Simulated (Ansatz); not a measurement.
This is a single-point calculation with the plane-wave code Ansatz on Sb2Se3 (Pnma) from a database of computed structures; the level of theory is PBE0. The geometry is the r2SCAN+rVV10 minimum.

```yaml
crystal:
  lattice:
    - [12.0226055422, 0.0, 0.0]
    - [0.0, 3.9891681306, 0.0]
    - [0.0, 0.0, 11.5866093665]
  atoms:
    - { symbol: Sb, position: [0.1447683128, 0.75, 0.0386268024] }
    - { symbol: Sb, position: [0.8552316872, 0.25, 0.9613731976] }
    - { symbol: Sb, position: [0.3552316872, 0.25, 0.5386268024] }
    - { symbol: Sb, position: [0.6447683128, 0.75, 0.4613731976] }
    - { symbol: Sb, position: [0.0301011303, 0.25, 0.329151006] }
    - { symbol: Sb, position: [0.9698988697, 0.75, 0.670848994] }
    - { symbol: Sb, position: [0.4698988697, 0.75, 0.829151006] }
    - { symbol: Sb, position: [0.5301011303, 0.25, 0.170848994] }
    - { symbol: Se, position: [0.9471149291, 0.75, 0.1290006156] }
    - { symbol: Se, position: [0.0528850709, 0.25, 0.8709993844] }
    - { symbol: Se, position: [0.5528850709, 0.25, 0.6290006156] }
    - { symbol: Se, position: [0.4471149291, 0.75, 0.3709993844] }
    - { symbol: Se, position: [0.2103638172, 0.25, 0.1942314213] }
    - { symbol: Se, position: [0.7896361828, 0.75, 0.8057685787] }
    - { symbol: Se, position: [0.2896361828, 0.75, 0.6942314213] }
    - { symbol: Se, position: [0.7103638172, 0.25, 0.3057685787] }
    - { symbol: Se, position: [0.6278712464, 0.75, 0.0540609194] }
    - { symbol: Se, position: [0.3721287536, 0.25, 0.9459390806] }
    - { symbol: Se, position: [0.8721287536, 0.25, 0.5540609194] }
    - { symbol: Se, position: [0.1278712464, 0.75, 0.4459390806] }
kpoints:
  mp_grid: { grid: [2, 4, 2] }
  band_path:
    path:
      - [0.0, 0.0, 0.0]
      - [0.5, 0.0, 0.0]
      - [0.5, 0.5, 0.0]
      - [0.0, 0.5, 0.0]
      - [0.0, 0.0, 0.5]
      - [0.5, 0.0, 0.5]
      - [0.5, 0.5, 0.5]
      - [0.0, 0.5, 0.5]
      - [0.0, 0.0, 0.203125]
      - [0.0, 0.0, 0.307292]
      - [0.0, 0.0, 0.25]
    npoints: 1
hamiltonian:
  xc: pbe0
scf:
  occupations: { method: fixed }
  n_extra_bands: 9
output:
  forces: true
  stress: true
  eigenvalues: true
```

In the abridged output below, numbers in square brackets stand for lines, or ends of lines, that were taken out.
```
scf.n_extra_bands = 9 over 156 filled bands (N_el = 312.0): the run solves 165 bands
Functional definition: PBE0
Crystal: 20 atoms, lattice volume = 555.696 Å³
Basis set: ecut = 420 eV, 10883 PW (Γ)
Symmetry: 8 space group operations
Space group: Pnma (ITA 62)
k-points: 12 of 16
Exchange kernel: α = 0.2500, full range, Wigner–Seitz truncation, v(0) = 14470.1673 eV·Å³, q-mesh 2×4×2
hybrid outer 1: dexx = +1.750e-1 eV, tail = 1.79e-3 eV
hybrid outer 2: dexx = +3.962e-5 eV, tail = 7.47e-7 eV, Δε = 2.64e-3 eV, ΔF = 7.43e-3 eV/Å
hybrid outer 3: dexx = +6.888e-8 eV, tail = 2.28e-8 eV, Δε = 1.72e-4 eV, ΔF = 6.69e-4 eV/Å
hybrid SCF converged: 3 outer / 18 inner (+5 warm-up)
Free energy (F): -117553.679471 eV
[1]
--- Forces (eV/Å), atoms counted from 1 ---
  atom   1  Sb    -0.13880      0.00000      0.18186
  atom   2  Sb      0.13880      0.00000    -0.18186
  atom   3  Sb      0.13880      0.00000      0.18186
  atom   4  Sb    -0.13880      0.00000    -0.18186
  atom   5  Sb      0.26456      0.00000      0.03878
  atom   6  Sb    -0.26456      0.00000    -0.03878
  atom   7  Sb    -0.26456      0.00000      0.03878
  atom   8  Sb      0.26456      0.00000    -0.03878
  atom   9  Se      0.17037      0.00000    -0.11768
  atom  10  Se    -0.17037      0.00000      0.11768
  atom  11  Se    -0.17037      0.00000    -0.11768
  atom  12  Se      0.17037      0.00000      0.11768
  atom  13  Se    -0.21136      0.00000    -0.10344
  atom  14  Se      0.21136      0.00000      0.10344
  atom  15  Se      0.21136      0.00000    -0.10344
  atom  16  Se    -0.21136      0.00000      0.10344
  atom  17  Se    -0.14562      0.00000      0.13419
  atom  18  Se      0.14562      0.00000    -0.13419
  atom  19  Se      0.14562      0.00000      0.13419
  atom  20  Se    -0.14562      0.00000    -0.13419
--- Stress (GPa, compression-positive) ---
       -0.130858       0.000000       0.000000
        0.000000      -0.019417       0.000000
        0.000000       0.000000      -0.104193
  P = ⅓ Tr σ = -0.0848 GPa (-0.848 kbar)
--- Band table (eV; the first three rows and the last of 12) ---
[2]
```

The rows of the band table are 0: (0, 0, 0) = Γ, 1: (0, 0, -1/2) = Z, 2: (0, 1/4, 0), 11: (-1/2, -1/2, -1/2) = R.

Problem. Fill in the blanks. They hold the Fermi energy and the band table.

Solution.
```
[1]
Fermi energy:    7.416951 eV
[2]
  k-point 0: bands = […, 6.7207, 6.8035, 7.0374, 7.2563, 7.3122, 7.4006, 9.6506, 9.7597, 9.8231, 10.0335, …]
  k-point 1: bands = […, 6.5446, 6.5446, 7.0883, 7.0883, 7.2394, 7.2394, 9.4690, 9.4690, 10.3210, 10.3210, …]
  k-point 2: bands = […, 6.4479, 6.4856, 6.7487, 6.9133, 6.9689, 7.0120, 9.7513, 10.1803, 10.4772, 10.7510, …]
  k-point 11: bands = […, 6.0767, 6.0767, 6.4269, 6.4269, 6.4269, 6.4269, 10.3196, 10.3196, 10.3196, 10.3196, …]
```
Only the leading digits can be foreseen; the rest is this run's record.

The PBE0 gap is indirect, 1.95 eV (Γ–Z (0.41 of the way from Γ) to Γ–Z (0.61 of the way from Γ)), below the direct gap of 1.98 eV at Γ–Z (0.41 of the way from Γ). The gap is the least over the mesh and the extra points. The mean stress, -0.1 GPa, is small, and the program warns that its thresholds are loose for a hybrid's stress. The largest force is 0.27 eV/Å.

Problem. What wall time did it need on 1 × NVIDIA H100 80GB HBM3 with 4 threads of AMD EPYC 7R13 Processor (Zen 3), on a shared host, load about 3.0 per core, and what peak of host memory did it reach?

Solution. About 4.4 min, with a peak of 5.8 GiB.

The values are computed, spin-unpolarised, and not measurements.

No spin-orbit coupling is included; it can move band edges with weight on the heavy atoms by tenths of an eV.

The meshes of the hybrids are coarse, so their gaps aren't converged to the digits shown.
